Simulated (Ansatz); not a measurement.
**Stability checks on a candidate for LiC₃**

The structure comes from a generated guess, relaxed at this level; another structure or a mixture of phases may lie lower.

The calculation used Ansatz 0.2.0, DFT PBE, scalar-relativistic, plane waves, PAW. The final run on the 8-atom cell used 420 eV, a Γ-centred 12×12×10 mesh, 0.10 eV smearing and no spin polarisation.

```cif
data_structure
_symmetry_space_group_name_H-M 'P6/mmm'
_symmetry_Int_Tables_number 191
_cell_length_a 4.3943
_cell_length_b 4.3943
_cell_length_c 3.6028
_cell_angle_alpha 90.000
_cell_angle_beta 90.000
_cell_angle_gamma 120.000
_cell_volume 60.25
loop_
_atom_site_label
_atom_site_type_symbol
_atom_site_symmetry_multiplicity
_atom_site_Wyckoff_symbol
_atom_site_fract_x
_atom_site_fract_y
_atom_site_fract_z
_atom_site_occupancy
Li1 Li 2 d 0.33333 0.66667 0.50000 1
C1 C 6 j 0.33241 0.33241 0.00000 1
```

The zero of energy is the elements' standard structures at the same level; no fitted shifts are applied.

Q: These tests were run: energy against the elements; random kick, then relaxation without symmetry; phonons at Γ. What do they show?

A:

| test | result |
| --- | --- |
| energy against the elements | +0.07 eV/atom |
| random kick, then relaxation without symmetry | returns |
| phonons at Γ | lowest optical mode 216 cm⁻¹ |

It fails one test: energy against the elements. It may still be a metastable minimum.

The reference form of C is held partly by dispersion forces, which this level lacks. The kick test ran on a coarse mesh. The run for the phonons used a 12×12×10 k mesh and Fermi–Dirac smearing of 0.15 eV.
